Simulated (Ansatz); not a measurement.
# Computed properties of Cu

Cu:
```xyz
1
Lattice="-1.4332 1.4332 1.3309 1.4332 -1.4332 1.3309 1.4332 1.4332 -1.3309" Properties=species:S:1:pos:R:3 pbc="T T T"
Cu     0.0000     0.0000     0.0000
```

Space group I4/mmm (No. 139), body-centred tetragonal; conventional cell a = b = 2.8664 Å, c = 2.6618 Å, α = β = γ = 90.00°.

Method: the program Ansatz at the LDA level (PAW). The cell and atoms are relaxed at this level. Other levels are named where they apply.

**Cell and energy**

```json
{
  "volume_per_atom": "10.94 Å³",
  "density": "9.65 g/cm³"
}
```

**Electronic structure**

```json
{
 "electronic_character": "metallic (no gap)",
 "Density of states at the Fermi level": "0.30 states/eV per atom (mean over ±0.08 eV)"
}
```

**Mechanics**

```json
{
 "Bulk modulus (Birch–Murnaghan fit)": "185 GPa",
 "Pressure derivative B′": "5.1",
 "Elastic constants (relaxed ions, GPa)": "C11 = 169, C12 = 202, C13 = 180, C33 = 210, C44 = 112, C66 = 136",
 "mechanical_stability": "unstable (C has a negative eigenvalue)"
}
```

The first step of the workflow began from a Materials Project structure, measured or hypothetical; the Crystallography Open Database copy checked does not list it. It is not the phase usual at ambient conditions (space group No. 225). The LDA relaxation kept the symmetry of its start. No spin polarisation was allowed. As this level gives no gap, shear constants depend on the k-mesh and smearing (Fermi–Dirac, 0.1 eV here). Axis ratios of metals converge slowly with the k-mesh, so a and c are less sure than the volume.

Potentials: the later of the program's two PAW sets.
